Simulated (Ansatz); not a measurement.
Space group I4/mmm (No. 139). a = 3.896 Å, b = 3.896 Å, c = 11.487 Å, α = 90.00°, β = 90.00°, γ = 90.00°
```
atom site symmetry x y z
  Sr    2a     4/mmm  0.0000  0.0000  0.0000
  Co    4d      -4m2  0.0000  0.5000  0.2500
  As    4e       4mm  0.0000  0.0000  0.3559
```

Equation of state of this SrCo2As2 structure (not necessarily the ground state), with shape and atoms relaxed at each volume where symmetry leaves them free. It has no gap at any of these volumes. All numbers below come from DFT PBEsol, scalar-relativistic, plane waves, PAW in Ansatz 0.2.0.

Plane waves to 420 eV, a k mesh through Γ of 12×12×12 on the computed 5-atom cell and Gaussian smearing (0.10 eV); collinear spin.

```tsv
V (Å³/atom)	E − E(largest V) (meV/atom)	P (GPa)
15.342	28.26	11.11
15.865	-0.86	6.90
16.388	-19.80	5.17
16.911	-32.66	2.58
17.434	-36.83	-0.01
17.957	-33.12	-2.23
18.480	-22.67	-4.11
19.177	0.00	-6.20
```

Task: Fit a third-order Birch–Murnaghan equation to E(V).

Result: V0 = 17.46 Å³/atom, B0 = 75 GPa, B0' = 1.2. B0' is unusual or poorly fixed by this range.